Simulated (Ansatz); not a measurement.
Mo (bcc, W type)

```cif
data_Mo2
_chemical_formula_sum 'Mo2'
_space_group_name_H-M_alt 'Im-3m'
_space_group_IT_number 229
_space_group_name_Hall '-I 4 2 3'
_cell_length_a 3.15058
_cell_length_b 3.15058
_cell_length_c 3.15058
_cell_angle_alpha 90.000
_cell_angle_beta 90.000
_cell_angle_gamma 90.000
loop_
_atom_site_label
_atom_site_type_symbol
_atom_site_symmetry_multiplicity
_atom_site_Wyckoff_symbol
_atom_site_fract_x
_atom_site_fract_y
_atom_site_fract_z
_atom_site_occupancy
Mo1 Mo 2 a 0.00000 0.00000 0.00000 1
```
(The calculation used a cell of 1 atom; values per cell refer to that cell.)

The volume is varied about the relaxed value V₀ at fixed cell shape. Symmetry pins the atoms to their sites.

Level of theory: r2SCAN (plane waves to 500 eV, PAW, scalar-relativistic; Ansatz, an electronic-structure program). k mesh 22×22×22 (Γ-centred), Fermi-Dirac smearing 0.05 eV. The energy includes the smearing's −TS. Stress and pressure are positive under compression. On this mesh the relaxed cell isn't quite at rest: it carries a pressure of 0.1 GPa (compression positive) at the zero of the scan. Mo is run without spin polarisation. Mo was relaxed with its symmetry unable to fall. The zero of ΔE is the relaxed starting cell.

The scan covers V/V₀ from 0.900 to 1.100 in 9 points.

Question: What is ΔE at V/V₀ = 1.100?

Answer: 111 meV/atom.

Question: What pressure does the cell carry at V/V₀ = 0.900?

Answer: 35.4 GPa.

Question: What is ΔE at V/V₀ = 0.900?

Answer: 158 meV/atom.

(Under strain, the slope of the energy per volume gives the stress and its curvature an elastic modulus.)
